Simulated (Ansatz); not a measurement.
## Na: how much do the potentials matter?

Na in the bcc lattice, in a typed cell, not relaxed.

```
CELL_PARAMETERS angstrom
-2.10000 2.10000 2.10000
2.10000 -2.10000 2.10000
2.10000 2.10000 -2.10000
ATOMIC_POSITIONS crystal
Na 0.00000 0.00000 0.00000
```

Settings of the Ansatz calculation: r2SCAN; k mesh 8×8×8; Fermi–Dirac smearing of 0.1 eV; no spin. Harmonic phonons by finite displacements in cells commensurate with each q, in cm⁻¹; i marks an unstable mode.

Caveats: coarse k mesh; PseudoDojo norm-conserving files were made for PBE.

The reference is the run on all-electron PAW datasets (no frozen core) at 200 eV and 37.04 Å³ an atom: lowest mode at q = [0.5, -0.5, 0.5] (cm⁻¹) 132; top mode at q = [0.5, -0.5, 0.5] (cm⁻¹) 132.

**Question.** The same calculation was made on PseudoDojo norm-conserving, Ansatz norm-conserving. How far do the results move?

**Answer.** 
```tsv
potentials	cutoff (eV)	lowest mode at q = [0.5, -0.5, 0.5] (cm⁻¹)	top mode at q = [0.5, -0.5, 0.5] (cm⁻¹)
PseudoDojo norm-conserving	1197	132	132
Ansatz norm-conserving	1197	132	132
```

The largest move among the frequencies in the table is 0.2 cm⁻¹, in the lowest mode at q = [0.5, -0.5, 0.5] on PseudoDojo norm-conserving.
